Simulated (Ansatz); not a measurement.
**Data sheet: MoS₂ (DFT)**

MoS₂:
```
CELL_PARAMETERS angstrom
      1.57657     0.91023     5.99706
     -1.57657     0.91023     5.99706
      0.00000    -1.82047     5.99706
ATOMIC_POSITIONS crystal
  Mo 0.99998 0.99998 0.99998
  S  0.24645 0.24645 0.24645
  S  0.42026 0.42026 0.42026
```

Space group R3m (No. 160); conventional cell a = 3.153 Å, b = 3.153 Å, c = 17.991 Å, α = 90.00°, β = 90.00°, γ = 120.00°.

Method: PBE+D3(BJ) (plane waves, PAW; program Ansatz). The cell and atoms are relaxed at this level. Other levels are named where they apply.

**Cell and energy**

| Item | Result |
|---|---|
| Volume per atom | 17.21 Å³ |
| Density | 5.15 g/cm³ |
| Formation energy from the elements (no fitted shifts) | -0.93 eV/atom |

**Electronic structure**

| Item | Result |
|---|---|
| Band gap | 0.76 eV (indirect) |
| Valence-band maximum | at T |
| Conduction-band minimum | on the Γ–S0 line, 54 % of the way from Γ (k = 0.000, 0.182, -0.185 in fractions of the reciprocal vectors) (6 equivalent valleys) |
| Smallest direct gap on the standard path | 1.77 eV |
| Electron effective mass | 0.50, 0.63, 0.78 mₑ (principal values) |
| Hole effective mass | 0.59, 0.59, 1.0 mₑ (principal values) |
| HSE06 gap on the PBE+D3(BJ) cell | 1.30 eV |
| Gap with spin–orbit coupling | 0.73 eV |
| Z2 indices of the occupied bands with spin–orbit coupling | 0;(000) |

**Mechanics**

| Item | Result |
|---|---|
| Bulk modulus (Birch–Murnaghan fit) | 45.3 GPa |
| Pressure derivative B′ | 11.1 |
| Elastic constants (relaxed ions, GPa) | C11 = 233, C12 = 57.0, C13 = 15.0, C14 = 5.7, C33 = 55.5, C44 = 22.9 |
| Mechanical stability | stable (all eigenvalues of C positive) |
| Hill bulk and shear moduli | 61.6 and 45.5 GPa |
| Young's modulus | 110 GPa |
| Poisson's ratio | 0.20 |
| Debye temperature from the elastic constants | 379 K |
| Piezoelectric stress constants (proper, relaxed ions, C/m²) | e15 = e24 = 0.05, e16 = e21 = 0.60, e22 = -0.60, e33 = 0.15 |

**Dielectric response**

| Quantity | Result |
|---|---|
| Electronic dielectric constant ε∞ (DFPT) | 15.8 (xx = yy), 7.52 (zz) |
| Static dielectric constant ε0 (ions relaxed, cell fixed) | 16.0 (xx = yy), 7.60 (zz) |
| Born charges (a third of the trace) | Mo -0.93, S +0.43 to +0.50 e |

**Phonons**

| Item | Result |
|---|---|
| Highest zone-centre frequency (without LO–TO term) | 463 cm⁻¹ |
| Zone-centre stability | no imaginary mode at Γ |

**Charges**

| Property | Value |
|---|---|
| Bader charges | Mo +1.22, S -0.61 e |

Symmetry was held in the PBE+D3(BJ) relaxation. No spin polarisation was allowed. Signs of piezoelectric constants follow the polarity of the cell as given. The references are the lowest solids computed at this level, not always the standard phases. Scalar-relativistic: spin–orbit coupling is off unless named, which matters more the heavier the elements.

Potentials: the later of the program's two PAW sets.
